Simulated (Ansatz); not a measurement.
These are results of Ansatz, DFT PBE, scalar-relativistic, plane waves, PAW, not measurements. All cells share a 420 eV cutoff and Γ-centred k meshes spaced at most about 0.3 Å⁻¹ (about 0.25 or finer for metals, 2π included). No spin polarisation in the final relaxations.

These are static total energies at zero pressure. All come from trial cells, and lower structures may exist.

Question: Order these relaxed structures of CdS₃ by energy, lowest first, with the energy over the lowest of them.
A.

Space group Pm-3m (No. 221). a = 4.201 Å, b = 4.201 Å, c = 4.201 Å, α = 90.00°, β = 90.00°, γ = 90.00°
```tsv
atom	site	symmetry	x	y	z
Cd	1a	m-3m	0.0000	0.0000	0.0000
S	3c	4/mm.m	0.0000	0.5000	0.5000
```

B.

Space group P4/mmm (No. 123). a = 2.831 Å, b = 2.831 Å, c = 11.441 Å, α = 90.00°, β = 90.00°, γ = 90.00°
| atom | site | symmetry | x | y | z |
| --- | --- | --- | --- | --- | --- |
| Cd | 1a | 4/mmm | 0.0000 | 0.0000 | 0.0000 |
| S | 2h | 4mm | 0.5000 | 0.5000 | 0.8266 |
| S | 1b | 4/mmm | 0.0000 | 0.0000 | 0.5000 |

C.

Space group P6_3/mmc (No. 194). a = 6.936 Å, b = 6.936 Å, c = 6.730 Å, α = 90.00°, β = 90.00°, γ = 120.00°
```json
{"atom": "Cd", "site": "2d", "symmetry": "-6m2", "x": "0.3333", "y": "0.6667", "z": "0.7500"}
{"atom": "S", "site": "6h", "symmetry": "mm2", "x": "0.2326", "y": "0.4651", "z": "0.2500"}
```

D.

Space group P6_3/mmc (No. 194). a = 7.098 Å, b = 7.098 Å, c = 3.523 Å, α = 90.00°, β = 90.00°, γ = 120.00°
```csv
atom,site,symmetry,x,y,z
Cd,2d,-6m2,0.6667,0.3333,0.2500
S,6h,mm2,0.1570,0.3140,0.2500
```

Answer: D (0 meV/atom), C (118 meV/atom), B (276 meV/atom), A (336 meV/atom). Forms: D P6_3/mmc; C P6_3/mmc; B P4/mmm; A Cd and S ordered on fcc sites, Pm-3m. Counting S atoms around Cd (those within 1.25 times the shortest such distance or 1.15 times the sum of covalent radii; the shortest distance is added where it exceeds 1.18 times the sum of covalent radii): D has Cd 6; C has Cd 12 from 3.6 Å; B has Cd 8; A has Cd 12 from 3.0 Å. C holds S–S units of three or more atoms (shortest 2.10 Å) (bonds between like non-metal atoms; other contacts aren't counted). Even the lowest lies +0.37 eV/atom against the elements.

No dispersion correction is applied, so the spacing and binding between layers, chains or molecules are poorly described (P6_3/mmc at 35.0 Å³/atom, P4/mmm), and this can change margins and order among such cells. A magnetic state wasn't ruled out in cells without spin, among them Pm-3m. Cells relaxed within their symmetry can be saddle points. Some candidate types were left out of the draw beforehand, so a known form may be missing.
